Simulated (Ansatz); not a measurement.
**Notes on BaTaS3**

```yaml
crystal:
  lattice:
    - [6.92933, 0.00000, 0.00000]
    - [-3.46467, 6.00098, 0.00000]
    - [0.00000, 0.00000, 5.81392]
  atoms:
    - { symbol: Ba, position: [0.33330, 0.66670, 0.75000] }
    - { symbol: Ba, position: [0.66660, 0.33330, 0.25000] }
    - { symbol: S, position: [0.16860, 0.33720, 0.25000] }
    - { symbol: S, position: [0.83140, 0.16860, 0.75000] }
    - { symbol: S, position: [0.66280, 0.83140, 0.25000] }
    - { symbol: S, position: [0.83140, 0.66280, 0.75000] }
    - { symbol: S, position: [0.16860, 0.83140, 0.25000] }
    - { symbol: S, position: [0.33720, 0.16860, 0.75000] }
    - { symbol: Ta, position: [0.00000, 0.00000, 0.00000] }
    - { symbol: Ta, position: [0.00000, 0.00000, 0.50000] }
```

Single point in Ansatz 0.2.0 with r2SCAN, no spin polarisation. Cutoff 500 eV, PAW datasets, 6×6×6 Γ-centred k mesh, fermi-dirac filling (width 0.1355 eV).

**Question.** What do density and ELF say about some of the short contacts?

**Answer.** S–Ta at 2.49 Å: least valence density 0.50 e/Å³ and ELF 0.30 there. Ta–Ta at 2.91 Å: least valence density 0.34 e/Å³ and ELF 0.41 there. Ba–S at 3.46 Å: least valence density 0.09 e/Å³ and ELF 0.07 there. Both are smooth PAW fields, read partly inside the augmentation spheres.

**Question.** What is the formation energy?

**Answer.** -1.75 eV an atom against the elements' usual phases (free molecules for gases, crystals otherwise, with no correction for O₂ or N₂), so it is bound against them; other compounds may still compete. Relaxing would lower it.

**Question.** Give the Bader charges.

**Answer.** Bader charges in e: Ba +1.58, Ta +1.95, S -1.18. In the mean Ta gives up most and S takes most.

**Question.** Is there a gap?

**Answer.** It is a metal, with about 1.8 states/eV a cell as the mean within 0.25 eV of the Fermi level, mostly Ta d (60 %) and S p (26 %).

Origin: a database entry at a rescaled volume.
